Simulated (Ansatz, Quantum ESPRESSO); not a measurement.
**LiBe: programs and potentials compared**

```
Be Li
1.0
     2.29599    0.00000    0.00000
     0.00000    3.61277    0.00000
    -0.40174    0.00000    5.51353
Be Li
2 2
Cartesian
  0.3890 2.7096 2.3368
  1.5053 0.9032 3.1767
  0.2647 2.7096 4.6597
  1.6296 0.9032 0.8538
```

The cell comes from a database or a generator and needn't be the stable form of this composition.

Alike in all runs: task single point; functional PBE; k mesh 11 × 7 × 5; occupations fermi-dirac, width 0.05 eV; no spin polarisation; no spin-orbit coupling. Pressure is positive in compression and, in plane waves, holds the error of the finite cutoff, which Ansatz's Pulay term estimates and takes out.

| program and potentials | plane-wave cutoff (eV) | notes | pressure (GPa) |
| --- | --- | --- | --- |
| Ansatz, SPMS NC | 707 | Pulay term of +0.34 GPa included | 0.03 |
| Ansatz, Ansatz PAW (files of its older set among them) | 960 | - | -0.16 |
| Ansatz, Ansatz NC | 1800 | - | -0.11 |
| Quantum ESPRESSO, SSSP 1.3 efficiency PBE | 748 | - | -0.02 |
| Ansatz, JTH PAW | 1170 | Pulay term of +0.03 GPa included | -0.12 |
| Ansatz, PseudoDojo standard (PBE files) | 1197 | Pulay term of +0.02 GPa included | 0.05 |
| Ansatz, PseudoDojo stringent (PBE files) | 1442 | Pulay term of +0.06 GPa included | -0.03 |

Force on atom 1 (Be), eV/Å:

```tsv
program and potentials	x	y	z
Ansatz, SPMS NC	0.000	0.000	-0.025
Ansatz, Ansatz PAW (files of its older set among them)	0.000	0.000	-0.022
Ansatz, Ansatz NC	0.000	0.000	-0.025
Quantum ESPRESSO, SSSP 1.3 efficiency PBE	0.000	0.000	-0.030
Ansatz, JTH PAW	0.000	0.000	-0.020
Ansatz, PseudoDojo standard (PBE files)	0.000	0.000	-0.034
Ansatz, PseudoDojo stringent (PBE files)	0.000	0.000	-0.030
```

The pressure spans -0.16 (Ansatz, Ansatz PAW (files of its older set among them)) to 0.05 GPa (Ansatz, PseudoDojo standard (PBE files)).

The functional is the same throughout but for its coding, so the spread measures potentials, basis and numerics; runs on potential files found faulty are left out.
